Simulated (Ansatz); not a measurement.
## Phonons of Cd (P6_3/mmc)

```xyz
2
Lattice="2.9924 0.0000 0.0000 -1.4962 2.5915 0.0000 0.0000 0.0000 5.3630" Properties=species:S:1:pos:R:3 pbc="T T T"
Cd    0.0000    1.7277    1.3407
Cd    1.4962    0.8638    4.0222
```

Level of theory, where no other is named: PBEsol, PAW on Ansatz 0.2.0's default frozen-core files (fitted under PBE), scalar-relativistic. k mesh 14×14×8, Fermi-Dirac smearing of 0.080 eV, cutoff 420 eV. The cell was relaxed by PAW under this functional.

Atoms are displaced by 0.0025 Å in the smallest supercells that hold the wave vectors of a 2×2×2 mesh. Negative values stand for unstable modes.

(1) What are the phonon energies at the solved wave vectors, in THz?

(2) Is the structure dynamically stable at these wave vectors?

(3) How do the optical zone-centre modes decompose, and which are active?

(4) The cell is scaled evenly to 40.342 and 42.838 Å³ (from 41.590), with free atoms relaxed and the shape held, so these aren't the values under hydrostatic pressure. What are the mode Grüneisen parameters γ = −d ln ω/d ln V?

Results:

(1) 

```json
{"q": "0.000 0.000 0.000", "point": "Gamma", "modes (THz)": "1.28 (×2), 3.34"}
{"q": "0.500 0.000 0.000", "point": "M", "modes (THz)": "1.33, 1.96, 2.03, 2.21, 4.10, 4.36"}
{"q": "0.000 0.000 0.500", "point": "A", "modes (THz)": "1.04 (×4), 2.17 (×2)"}
{"q": "0.500 0.000 0.500", "point": "L", "modes (THz)": "1.49 (×2), 2.09 (×2), 4.32 (×2)"}
```

(2) Yes, no mode is unstable there; wave vectors off this mesh aren't tested.

(3) Point group 6/mmm: Γ_opt = E2g + B1g.

| label | THz | activity | mostly |
| --- | --- | --- | --- |
| E2g | 1.28 | Raman | Cd (100 %) |
| B1g | 3.34 | silent | Cd (100 %) |

(4) For the highest mode, 155.6 cm⁻¹ in the small cell and 136.1 in the large one give γ ≈ 2.23. From the change of the dynamical matrix on each mode:

```json
{"point": "Gamma", "cm⁻¹": "42.8", "γ": "3.27"}
{"point": "Gamma", "cm⁻¹": "111.5", "γ": "2.48"}
{"point": "M", "cm⁻¹": "44.4", "γ": "2.55"}
{"point": "M", "cm⁻¹": "65.3", "γ": "3.01"}
{"point": "M", "cm⁻¹": "67.8", "γ": "2.66"}
{"point": "M", "cm⁻¹": "73.8", "γ": "3.01"}
{"point": "M", "cm⁻¹": "136.8", "γ": "2.29"}
{"point": "M", "cm⁻¹": "145.5", "γ": "2.24"}
{"point": "A", "cm⁻¹": "34.7", "γ": "3.04"}
{"point": "A", "cm⁻¹": "72.3", "γ": "2.93"}
{"point": "L", "cm⁻¹": "49.7", "γ": "3.29"}
{"point": "L", "cm⁻¹": "69.8", "γ": "2.82"}
{"point": "L", "cm⁻¹": "144.2", "γ": "2.28"}
```

Weighted by the modes' heat capacities at 300 K, the mean on this mesh is 2.77; it moves with the q mesh, and a coarse one overweights the zone boundary.

Keep in mind: frozen-core PAW files fitted under PBE, their cores solved anew for the functional of the run; responses of metals move with mesh and smearing.
